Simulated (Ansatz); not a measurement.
# Stability checks on a candidate for Na₆In

The structure comes from a generated guess, relaxed at this level; another structure or a mixture of phases may lie lower.

These are results of Ansatz 0.2.0, DFT PBE, scalar-relativistic, plane waves, PAW, not measurements. The final run on the 7-atom cell used 420 eV, a Γ-centred 8×8×8 mesh, 0.10 eV smearing and no spin polarisation.

```yaml
crystal:
  lattice:
    - [0.00000, 4.96773, 4.96773]
    - [4.96773, 0.00000, 4.96773]
    - [4.96773, 4.96773, 0.00000]
  atoms:
    - { symbol: Na, position: [0.50000, 0.50000, 0.00000] }
    - { symbol: Na, position: [0.50000, 0.00000, 0.50000] }
    - { symbol: Na, position: [0.00000, 0.00000, 0.50000] }
    - { symbol: Na, position: [0.00000, 0.50000, 0.00000] }
    - { symbol: Na, position: [0.00000, 0.50000, 0.50000] }
    - { symbol: Na, position: [0.50000, 0.00000, 0.00000] }
    - { symbol: In, position: [0.00000, 0.00000, 0.00000] }
```

Formation energies are uncorrected and refer to the elements' standard structures at the same level.

Q: These tests were run: energy against the elements; elastic tensor. What do they show?

A:

```csv
test,result
energy against the elements,0.00 eV/atom
elastic tensor,least eigenvalue 5 GPa
```

It fails none of these tests outright. Other phases of the system weren't compared here, so this isn't yet thermodynamic stability. Phonons away from Γ weren't computed. Undecided within the accuracy: energy against the elements and elastic tensor.

For metals, differences of a few meV/atom aren't resolved. The run for the elastic tensor used an 8×8×8 k mesh and Fermi–Dirac smearing of 0.15 eV.
